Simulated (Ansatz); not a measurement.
# TiB: energy along a strain

TiB, F-43m, a = 4.202 Å (as given, not relaxed at this level: 112.4 GPa). The structure is a COD entry; whether it is the stable form wasn't checked. Ansatz: PBEsol, PAW, 420 eV, Γ-centred 20×20×20 mesh on 2 atoms, Gaussian smearing 0.15 eV; no spin polarisation. Cell vectors (Å): 0.000 2.101 2.101; 2.101 0.000 2.101; 2.101 2.101 0.000. The cell is strained by x per cent times the pattern (0 0 1 0 0 0) in the order xx yy zz yz xz xy (engineering shears), with fractional coordinates held. y is the free energy over the start, V0 = 9.274 Å³/atom.

| x (%) | y (meV/atom) |
| --- | --- |
| -6.00 | 418.07 |
| -4.50 | 308.52 |
| -3.00 | 202.25 |
| -1.50 | 99.38 |
| 0.00 | 0.00 |
| 1.50 | ? |
| 3.00 | -187.91 |
| 4.50 | -276.26 |
| 5.25 | -319.01 |
| 6.00 | -360.79 |

Question: Fit y = c1 x + c2 x² + c3 x³ to the other rows, get the stiffness along the pattern, and predict the missing energy.

Answer: Least squares on the rows shown. y = −65.067 x + 0.79586 x² + 0.0045085 x³. The clamped-ion stiffness p·C·p = 2 × 7.959 eV × 160.2 / 9.274 Å³ = 275 GPa, which is C33 in these axes (C11 of the cubic crystal) (second derivative at the start, which stands under stress). At x = 1.50 the fit asked for gives -95.79 meV/atom. The run gave -95.79 meV/atom, the same to the digits shown.